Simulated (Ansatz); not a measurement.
Ansatz (a first-principles code) input:

Ansatz 0.2 input:
```yaml
crystal:
  lattice:
    - [2.8125029757, 0.0, 0.0]
    - [-1.4062514878, 2.4356990251, 0.0]
    - [0.0, 0.0, 12.5948814831]
  atoms:
    - { symbol: Al, position: [0.6666666667, 0.3333333333, 0.25] }
    - { symbol: Al, position: [0.3333333333, 0.6666666667, 0.75] }
    - { symbol: Cr, position: [0.3333333333, 0.6666666667, 0.4156698461] }
    - { symbol: Cr, position: [0.6666666667, 0.3333333333, 0.5843301539] }
    - { symbol: Cr, position: [0.6666666667, 0.3333333333, 0.9156698461] }
    - { symbol: Cr, position: [0.3333333333, 0.6666666667, 0.0843301539] }
    - { symbol: C, position: [0.0, 0.0, 0.5] }
    - { symbol: C, position: [0.0, 0.0, 0.0] }
kpoints:
  mp_grid: { grid: [35, 35, 7] }
hamiltonian:
  xc: pbesol
  pseudopotentials: { azcp: { folder: ./paw }, kind: paw }
scf:
  occupations: { method: fermi_dirac, width: 0.1 }
elastic: { mode: relaxed_ion, stencil: two_point, amplitude: 0.005, f_tol: 0.0005 }
```

Output (shortened):

```
Pseudopotential: Al, paw, valence charge 3
Pseudopotential: Cr, paw, valence charge 14
Pseudopotential: C, paw, valence charge 4
Functional definition: PBEsol
Crystal: 8 atoms, lattice volume = 86.280 Å³
Basis set: ecut = 420 eV, 1699 PW (Γ), exchange–correlation on 40×40×180 points (8 copies of the dense FFT grid, shifted against one another)
Bands: 43, of which v1, the nominal top of the filled ones, is band 35 counted from 1 (34 counted from 0)
Symmetry: 24 space group operations
Space group: P63/mmc (ITA 194), of the structure as read, at distance tolerance 4.4e-5 Å
k-points: 480 of 8575
the search or the solves at the SCF's close seem to have found levels that the self-consistency loop had missed (the run counts 2) …
SCF 1 converged in 14 iterations: F = -14941.197343 eV  dr2 = 2.55e-14
relax step   1: F+E_penalty+E_count = -14941.19734336 eV  Δ(F+E_penalty+E_count) = +0.000e0 eV  max|allowed force component| = 2.844e-2 eV/Å  Δτ_max = 0.0000 Å  (14 SCF iters, accepted)
Crystal: 8 atoms, lattice volume = 86.280 Å³
SCF 2 converged in 12 iterations: F = -14941.197394 eV  dr2 = 6.52e-14
relax step   2: F+E_penalty+E_count = -14941.19739418 eV  Δ(F+E_penalty+E_count) = -5.082e-5 eV  max|allowed force component| = 1.289e-2 eV/Å  Δτ_max = 0.0006 Å  (12 SCF iters, accepted)
Crystal: 8 atoms, lattice volume = 86.280 Å³
SCF 3 converged in 10 iterations: F = -14941.197407 eV  dr2 = 4.32e-15
relax step   3: F+E_penalty+E_count = -14941.19740733 eV  Δ(F+E_penalty+E_count) = -1.315e-5 eV  max|allowed force component| = 2.027e-5 eV/Å  Δτ_max = 0.0005 Å  (10 SCF iters, accepted)
Crystal: 8 atoms, lattice volume = 86.280 Å³
SCF 4 converged in 14 iterations: F = -14941.197407 eV  dr2 = 3.36e-19
Crystal: 8 atoms, lattice volume = 85.849 Å³
Basis set: ecut = 420 eV, 1695 PW (Γ), exchange–correlation on 40×40×180 points (8 copies of the dense FFT grid, shifted against one another)
Symmetry: 8 space group operations
k-points: 1296 of 8575
SCF 5 converged in 12 iterations: F = -14941.194142 eV  dr2 = 8.89e-14
relax step   1: F+E_penalty+E_count = -14941.19414204 eV  Δ(F+E_penalty+E_count) = +0.000e0 eV  max|allowed force component| = 5.877e-2 eV/Å  Δτ_max = 0.0000 Å  (12 SCF iters, accepted)
Crystal: 8 atoms, lattice volume = 85.849 Å³
SCF 6 converged in 10 iterations: F = -14941.194461 eV  dr2 = 9.74e-14
relax step   2: F+E_penalty+E_count = -14941.19446145 eV  Δ(F+E_penalty+E_count) = -3.194e-4 eV  max|allowed force component| = 2.169e-3 eV/Å  Δτ_max = 0.0031 Å  (10 SCF iters, accepted)
Crystal: 8 atoms, lattice volume = 85.849 Å³
SCF 7 converged in 8 iterations: F = -14941.194463 eV  dr2 = 1.69e-14
relax step   3: F+E_penalty+E_count = -14941.19446297 eV  Δ(F+E_penalty+E_count) = -1.522e-6 eV  max|allowed force component| = 4.361e-4 eV/Å  Δτ_max = 0.0006 Å  (8 SCF iters, accepted)
Crystal: 8 atoms, lattice volume = 85.849 Å³
SCF 8 converged in 14 iterations: F = -14941.194463 eV  dr2 = 1.74e-19
Crystal: 8 atoms, lattice volume = 86.712 Å³
Basis set: ecut = 420 eV, 1723 PW (Γ), exchange–correlation on 40×40×180 points (8 copies of the dense FFT grid, shifted against one another)
SCF 9 converged in 13 iterations: F = -14941.194811 eV  dr2 = 4.86e-15
relax step   1: F+E_penalty+E_count = -14941.19481131 eV  Δ(F+E_penalty+E_count) = +0.000e0 eV  max|allowed force component| = 5.731e-2 eV/Å  Δτ_max = 0.0000 Å  (13 SCF iters, accepted)
Crystal: 8 atoms, lattice volume = 86.712 Å³
SCF 10 converged in 11 iterations: F = -14941.195119 eV  dr2 = 1.62e-14
relax step   2: F+E_penalty+E_count = -14941.19511931 eV  Δ(F+E_penalty+E_count) = -3.080e-4 eV  max|allowed force component| = 9.552e-4 eV/Å  Δτ_max = 0.0037 Å  (11 SCF iters, accepted)
Crystal: 8 atoms, lattice volume = 86.712 Å³
SCF 11 converged in 8 iterations: F = -14941.195119 eV  dr2 = 3.02e-14
relax step   3: F+E_penalty+E_count = -14941.19511938 eV  Δ(F+E_penalty+E_count) = -7.515e-8 eV  max|allowed force component| = 2.809e-6 eV/Å  Δτ_max = 0.0000 Å  (8 SCF iters, accepted)
Crystal: 8 atoms, lattice volume = 86.712 Å³
SCF 12 converged in 14 iterations: F = -14941.195119 eV  dr2 = 5.89e-19
Crystal: 8 atoms, lattice volume = 85.849 Å³
Basis set: ecut = 420 eV, 1673 PW (Γ), exchange–correlation on 40×40×180 points (8 copies of the dense FFT grid, shifted against one another)
SCF 13 converged in 12 iterations: F = -14941.193322 eV  dr2 = 8.49e-14
relax step   1: F+E_penalty+E_count = -14941.19332192 eV  Δ(F+E_penalty+E_count) = +0.000e0 eV  max|allowed force component| = 6.083e-2 eV/Å  Δτ_max = 0.0000 Å  (12 SCF iters, accepted)
Crystal: 8 atoms, lattice volume = 85.849 Å³
SCF 14 converged in 10 iterations: F = -14941.193609 eV  dr2 = 9.92e-14
relax step   2: F+E_penalty+E_count = -14941.19360875 eV  Δ(F+E_penalty+E_count) = -2.868e-4 eV  max|allowed force component| = 1.202e-3 eV/Å  Δτ_max = 0.0024 Å  (10 SCF iters, accepted)
Crystal: 8 atoms, lattice volume = 85.849 Å³
SCF 15 converged in 8 iterations: F = -14941.193609 eV  dr2 = 2.87e-14
relax step   3: F+E_penalty+E_count = -14941.19360886 eV  Δ(F+E_penalty+E_count) = -1.125e-7 eV  max|allowed force component| = 4.050e-6 eV/Å  Δτ_max = 0.0000 Å  (8 SCF iters, accepted)
Crystal: 8 atoms, lattice volume = 85.849 Å³
SCF 16 converged in 14 iterations: F = -14941.193609 eV  dr2 = 2.97e-19
Crystal: 8 atoms, lattice volume = 86.712 Å³
SCF 17 converged in 12 iterations: F = -14941.195734 eV  dr2 = 1.87e-14
relax step   1: F+E_penalty+E_count = -14941.19573414 eV  Δ(F+E_penalty+E_count) = +0.000e0 eV  max|allowed force component| = 5.939e-2 eV/Å  Δτ_max = 0.0000 Å  (12 SCF iters, accepted)
Crystal: 8 atoms, lattice volume = 86.712 Å³
SCF 18 converged in 11 iterations: F = -14941.196019 eV  dr2 = 1.54e-14
relax step   2: F+E_penalty+E_count = -14941.19601937 eV  Δ(F+E_penalty+E_count) = -2.852e-4 eV  max|allowed force component| = 2.197e-3 eV/Å  Δτ_max = 0.0023 Å  (11 SCF iters, accepted)
Crystal: 8 atoms, lattice volume = 86.712 Å³
SCF 19 converged in 8 iterations: F = -14941.196020 eV  dr2 = 7.94e-14
relax step   3: F+E_penalty+E_count = -14941.19601976 eV  Δ(F+E_penalty+E_count) = -3.892e-7 eV  max|allowed force component| = 7.442e-6 eV/Å  Δτ_max = 0.0001 Å  (8 SCF iters, accepted)
Crystal: 8 atoms, lattice volume = 86.712 Å³
SCF 20 converged in 14 iterations: F = -14941.196020 eV  dr2 = 1.50e-19
Crystal: 8 atoms, lattice volume = 86.280 Å³
Basis set: ecut = 420 eV, 1707 PW (Γ), exchange–correlation on 40×40×180 points (8 copies of the dense FFT grid, shifted against one another)
Symmetry: 4 space group operations
k-points: 2214 of 8575
SCF 21 converged in 11 iterations: F = -14941.196085 eV  dr2 = 1.36e-14
relax step   1: F+E_penalty+E_count = -14941.19608498 eV  Δ(F+E_penalty+E_count) = +0.000e0 eV  max|allowed force component| = 4.923e-2 eV/Å  Δτ_max = 0.0000 Å  (11 SCF iters, accepted)
Crystal: 8 atoms, lattice volume = 86.280 Å³
SCF 22 converged in 9 iterations: F = -14941.196424 eV  dr2 = 7.45e-14
relax step   2: F+E_penalty+E_count = -14941.19642372 eV  Δ(F+E_penalty+E_count) = -3.387e-4 eV  max|allowed force component| = 7.963e-3 eV/Å  Δτ_max = 0.0030 Å  (9 SCF iters, accepted)
Crystal: 8 atoms, lattice volume = 86.280 Å³
SCF 23 converged in 9 iterations: F = -14941.196433 eV  dr2 = 7.80e-15
relax step   3: F+E_penalty+E_count = -14941.19643288 eV  Δ(F+E_penalty+E_count) = -9.157e-6 eV  max|allowed force component| = 5.684e-5 eV/Å  Δτ_max = 0.0006 Å  (9 SCF iters, accepted)
Crystal: 8 atoms, lattice volume = 86.280 Å³
SCF 24 converged in 14 iterations: F = -14941.196433 eV  dr2 = 6.79e-19
Crystal: 8 atoms, lattice volume = 86.280 Å³
SCF 25 converged in 11 iterations: F = -14941.196085 eV  dr2 = 9.74e-15
relax step   1: F+E_penalty+E_count = -14941.19608498 eV  Δ(F+E_penalty+E_count) = +0.000e0 eV  max|allowed force component| = 4.923e-2 eV/Å  Δτ_max = 0.0000 Å  (11 SCF iters, accepted)
Crystal: 8 atoms, lattice volume = 86.280 Å³
SCF 26 converged in 10 iterations: F = -14941.196432 eV  dr2 = 4.30e-14
relax step   2: F+E_penalty+E_count = -14941.19643230 eV  Δ(F+E_penalty+E_count) = -3.473e-4 eV  max|allowed force component| = 2.155e-3 eV/Å  Δτ_max = 0.0036 Å  (10 SCF iters, accepted)
Crystal: 8 atoms, lattice volume = 86.280 Å³
SCF 27 converged in 9 iterations: F = -14941.196433 eV  dr2 = 1.48e-14
relax step   3: F+E_penalty+E_count = -14941.19643285 eV  Δ(F+E_penalty+E_count) = -5.525e-7 eV  max|allowed force component| = 2.728e-4 eV/Å  Δτ_max = 0.0002 Å  (9 SCF iters, accepted)
Crystal: 8 atoms, lattice volume = 86.280 Å³
SCF 28 converged in 14 iterations: F = -14941.196433 eV  dr2 = 5.78e-19
SCF converged after 14 iterations
Stability not checked: this state was not tested for a lower state beside it, because too few of the mixer's solves of this state at the end of the SCF gave a …
Free energy (F): -14941.197407 eV
Harris-Foulkes:  -14941.197407 eV  (|F-HF|=0.00e0)
Internal energy: -14940.979443 eV  (E = F + TS)
E sigma→0 (E₀):  -14941.088425 eV
Entropy (-TS):   -0.217965 eV (-27.246 meV/atom)
Fermi energy:    15.192116 eV
--- Per-component energies (eV) ---
  E_band       = -709.950694
  E_kinetic    = 1444.868739
  E_local      = -8229.977839  (includes V_loc(G=0)·N_el)
  E_nonlocal   = 241.332118
  E_hartree    = 3852.431548
  E_xc         = -636.124344
  E_vxc        = -772.557280  (∫ρ·V_xc dr)
  E_paw        = -5867.870969  (= ΣΔE_a)
  E_vpaw       = -1098.483048  (= ΣTr[D̂ρ^β])
  E_aug_tail   = 0.003519  (compensation charges beyond the density's cutoff)
  E_ewald      = -5746.362694
  E_core_change = 0.720478  (= ΣΔE_core)
  E_smearing   = -0.217965  (= −TS)
  E_closure    =  0.000000  (closes the sum)
  Σ components = -14941.197407   (vs F -14941.197407, Δ=0.00e0)
--- Forces (eV/Å), atoms counted from 1 ---
  atom   1  Al     0.00000000     0.00000000     0.00000000
  atom   2  Al     0.00000000     0.00000000     0.00000000
  atom   3  Cr     0.00000000     0.00000000    -0.00002027
  atom   4  Cr     0.00000000     0.00000000     0.00002027
  atom   5  Cr     0.00000000     0.00000000    -0.00002027
  atom   6  Cr     0.00000000     0.00000000     0.00002027
  atom   7  C      0.00000000     0.00000000     0.00000000
  atom   8  C      0.00000000     0.00000000     0.00000000
  max |Σ_I F_I| component: 2.52e-16 eV/Å
--- Stress (GPa, compression-positive) ---
        0.111096       0.000000       0.000000
        0.000000       0.111096       0.000000
        0.000000       0.000000       0.441640
  P = ⅓ Tr σ = 0.2213 GPa (2.213 kbar)
--- Band table (eV; the first three rows and the last of 480) ---
  k-point 0: bands = ["-56.4392", "-56.4392", "-56.3788", "-56.3787", "-28.0408", "-28.0392", "-27.8048", "-27.8048", "-27.8048", "-27.8048", "-27.7619", "-27.7619", "-27.7619", "-27.7619", "-27.7130", "-27.7112", "1.6534", "1.7536", "5.4845", "6.2483", …
  k-point 1: bands = ["-56.4392", "-56.4392", "-56.3788", "-56.3787", "-28.0407", "-28.0393", "-27.8048", "-27.8048", "-27.8048", "-27.8048", "-27.7619", "-27.7619", "-27.7619", "-27.7619", "-27.7129", "-27.7113", "1.6581", "1.7484", "5.5127", "6.1912", …
  k-point 2: bands = ["-56.4392", "-56.4392", "-56.3788", "-56.3787", "-28.0405", "-28.0395", "-27.8048", "-27.8048", "-27.8048", "-27.8048", "-27.7619", "-27.7619", "-27.7619", "-27.7619", "-27.7126", "-27.7116", "1.6714", "1.7338", "5.5946", "6.0511", …
  k-point 479: bands = ["-56.3628", "-56.3628", "-56.3608", "-56.3608", "-28.0725", "-28.0725", "-28.0353", "-28.0352", "-28.0328", "-28.0327", "-27.9436", "-27.9435", "-27.7754", "-27.7753", "-27.7674", "-27.7672", "4.0217", "4.0218", "9.1844", "9.1964", …
--- Elastic constants: 3 strain directions × 2 members + reference (group order 24) ---
  dense FFT box of the reference and of every strained cell: 20×20×90
  strains applied: 11, 33, 23; error gains …
  reference relaxed by the batch: 3 steps …
  largest displacement 1.1e-3 Å; the constants are those of the deck's cell at these positions:
  atoms:
    - { symbol: Al, position: [0.6666666666666667, 0.3333333333333334, 0.25] }
    - { symbol: Al, position: [0.3333333333333333, 0.6666666666666667, 0.75] }
    - { symbol: Cr, position: [0.3333333333333333, 0.6666666666666667, 0.4155805843889031] }
    - { symbol: Cr, position: [0.6666666666666667, 0.3333333333333334, 0.5844194156110969] }
    - { symbol: Cr, position: [0.6666666666666667, 0.3333333333333334, 0.915580584388903] }
    - { symbol: Cr, position: [0.3333333333333333, 0.6666666666666667, 0.08441941561109696] }
    - { symbol: C, position: [0.0, 0.0, 0.5] }
    - { symbol: C, position: [0.0, 0.0, 0.0] }
  C = ∂σ_k/∂η_j (tension-positive GPa; Voigt order 11 22 33 23 13 12):
       388.377     88.037    118.681      0.000      0.000      0.000
        88.037    388.377    118.681      0.000      0.000      0.000
       119.012    119.012    384.863      0.000      0.000      0.000
         0.000      0.000      0.000    144.311      0.000      0.000
         0.000      0.000      0.000      0.000    144.311      0.000
         0.000      0.000      0.000      0.000      0.000    150.170
  reference stress σ⁰ (GPa):     -0.111     -0.111     -0.442      0.000      0.000      0.000
  moduli (Voigt/Reuss/Hill, GPa): K = 201.45/201.24/201.35   G = 143.48/142.98/143.23   E = 347.33   ν = 0.212
  mechanically stable: yes (min eigenvalue of sym C = 144.31 GPa)
  strain η (Voigt 11):  stress-route row diagonal C_11 = 388.38 GPa, energy-path curvature d²(F+E_count+ΔE)/dδ²/Ω₀ = 388.55 GPa
         δ    σ_11 (GPa)             F (eV)   n_scf  n_hpsi   n_pw
    -5.000e-3      -2.0877      -14941.1944630      14  1140842   1703   relax 3 steps, max|allowed force component| 4.36e-4 eV/Å
     5.000e-3       1.7961      -14941.1951194      14  1141462   1723   relax 3 steps, max|allowed force component| 2.81e-6 eV/Å
  strain η (Voigt 33):  stress-route row diagonal C_33 = 384.86 GPa, energy-path curvature d²(F+E_count+ΔE)/dδ²/Ω₀ = 384.94 GPa
         δ    σ_33 (GPa)             F (eV)   n_scf  n_hpsi   n_pw
    -5.000e-3      -2.3910      -14941.1936089      14  422876   1704   relax 3 steps, max|allowed force component| 4.05e-6 eV/Å
     5.000e-3       1.4577      -14941.1960198      14  422104   1725   relax 3 steps, max|allowed force component| 7.44e-6 eV/Å
  strain η (Voigt 23):  stress-route row diagonal C_44 = 144.31 GPa, energy-path curvature d²(F+E_count+ΔE)/dδ²/Ω₀ = 144.58 GPa
         δ    σ_23 (GPa)             F (eV)   n_scf  n_hpsi   n_pw
    -5.000e-3      -0.7215      -14941.1964329      14  1948876   1713   relax 3 steps, max|allowed force component| 5.68e-5 eV/Å
     5.000e-3       0.7216      -14941.1964329      14  1948600   1713   relax 3 steps, max|allowed force component| 2.73e-4 eV/Å
```

Cost: very roughly 70 core-minutes on shared cores.

Space group P6_3/mmc. The PBEsol relaxation kept the symmetry of its start. The run is not spin-polarised. As this level gives no gap, shear constants depend on the k-mesh and smearing (Fermi–Dirac, 0.1 eV here). On the denser mesh and wider smearing of the elastic run this cell carries a stress of 0.4 GPa.

Potentials: the earlier of the program's two PAW sets. The files were generated under PBE; for other functionals the program regenerates the frozen cores, and for LDA and PBEsol the local potential too.

Ansatz is a plane-wave DFT program.
